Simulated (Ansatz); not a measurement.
CuI (zinc blende, F-43m), a = 6.021 Å, b = 6.021 Å, c = 6.021 Å, α = 90.00°, β = 90.00°, γ = 90.00°; the cell used has 2 atoms.

Relaxed with r²SCAN.

**Question.** Tabulate the valence density and the electron localisation function along the shortest Cu–I contact (2.61 Å), plane-wave PAW r²SCAN (Ansatz code).

**Answer.** 

```csv
distance from Cu (Å),density (e/Å³),ELF
0.26,39.09,0.56
0.39,17.38,0.30
0.52,6.64,0.17
0.65,2.57,0.14
0.78,1.08,0.14
0.91,0.53,0.13
1.04,0.39,0.16
1.17,0.37,0.30
1.30,0.42,0.56
1.43,0.53,0.70
1.56,0.68,0.71
1.69,0.83,0.63
1.82,1.37,0.51
1.96,3.36,0.36
2.09,6.78,0.25
2.22,10.22,0.21
2.35,12.65,0.27
```

The density is the valence pseudo-density with augmentation charge, so density and ELF within about 1 Å of a nucleus are not all-electron values.

Symmetry was held in the r²SCAN relaxation. The run is not spin-polarised. Spin–orbit coupling is left out wherever it is not named.

Potentials: the earlier of the program's two PAW sets. The files were generated under PBE; for other functionals the program regenerates the frozen cores, and for LDA and PBEsol the local potential too.
